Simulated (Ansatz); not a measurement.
Level of theory: Ansatz 0.2.0, DFT PBE, scalar-relativistic, plane waves, PAW. Settings: cutoff 420 eV, Γ-centred meshes spaced at most about 0.3 Å⁻¹, and about 0.25 Å⁻¹ or finer for metals (2π included), Gaussian smearing. No spin polarisation in the final relaxations.

Temperature and zero-point effects are left out.

Compare these two cells of Ti3Br, each relaxed at this level.

A.

```yaml
crystal:
  lattice:
    - [3.08650, 0.00000, 0.00000]
    - [0.00000, 3.08650, 0.00000]
    - [0.00000, 0.00000, 7.89303]
  atoms:
    - { symbol: Ti, position: [0.00000, 0.00000, 0.76799] }
    - { symbol: Ti, position: [0.00000, 0.00000, 0.23201] }
    - { symbol: Ti, position: [0.50000, 0.50000, 0.00000] }
    - { symbol: Br, position: [0.50000, 0.50000, 0.50000] }
```

B.

```yaml
crystal:
  lattice:
    - [4.08409, 0.00000, 0.00000]
    - [0.00000, 4.08409, 0.00000]
    - [0.00000, 0.00000, 4.08409]
  atoms:
    - { symbol: Ti, position: [0.00000, 0.50000, 0.50000] }
    - { symbol: Ti, position: [0.50000, 0.00000, 0.50000] }
    - { symbol: Ti, position: [0.50000, 0.50000, 0.00000] }
    - { symbol: Br, position: [0.00000, 0.00000, 0.00000] }
```

Question: Which arrangement of the elements on these sites is preferred, and by what margin?

Answer: A is lower, by 0.32 eV/atom. The two share one framework of sites and differ in which element sits where. A has space group P4/mmm (No. 123), 18.8 Å³/atom and no gap on its mesh; B has space group Pm-3m (No. 221), 17.0 Å³/atom and no gap. Counting Ti atoms around Br (those within 1.25 times the shortest such distance or 1.15 times the sum of covalent radii), A has Br 8 and B has Br 12. The lower one is the more open, so pressure narrows the difference. Both come from invented guesses. A third cell relaxed alike, in R3m, lies 12 meV/atom below the lower of the two.

In P4/mmm, Pm-3m an odd number of electrons in the primitive cell allows no gap without spin; a larger cell or a magnetic state could open one. Cells relaxed within their symmetry can be saddle points.
